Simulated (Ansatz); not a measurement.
**ScIn: computed properties**

All numbers below come from DFT r2SCAN, scalar-relativistic, plane waves, PAW in Ansatz 0.2.0.

Cutoff 500 eV; k points 14×14×10 on the computed 2-atom cell (Γ-centred); Gaussian smearing, width 0.10 eV; collinear spin from starting moments 0.41 0 μB.

The structure is relaxed at this level of theory with its symmetry kept. Whether it is the stable form of this composition wasn't checked.

The structure is tetragonal, space group P4/mmm (No. 123). Conventional cell: a = 3.192 Å, b = 3.192 Å, c = 4.370 Å, α = 90.00°, β = 90.00°, γ = 90.00°. Sc (site symmetry 4/mmm) is surrounded by 8 In at 3.14 Å and 4 Sc at 3.19 Å. In (site symmetry 4/mmm) has 8 Sc at 3.14 Å and 4 In at 3.19 Å as nearest neighbours.

| Property | Result |
| --- | --- |
| Volume per atom | 22.26 Å³ |
| Generalised Kohn–Sham band gap | none (metal) |
| Density of states at the Fermi level | 1.11 states/eV per cell |
| Löwdin character within 0.5 eV of the Fermi level | Sc 3d 74 %, In 5p 18 % |
| Bulk modulus | 72 GPa |
| Its pressure derivative | 4.4 |
| Bader charges (e) | Sc (1 in the cell) 1.25, In (1 in the cell) -1.25 |
| Total moment | 0.48 μB per cell |
| Site moments (μB; atoms counted from 1 over the whole cell) | Sc (atom 1) 0.37 |

The state reached may not be the lowest one.

Only this magnetic start was tried.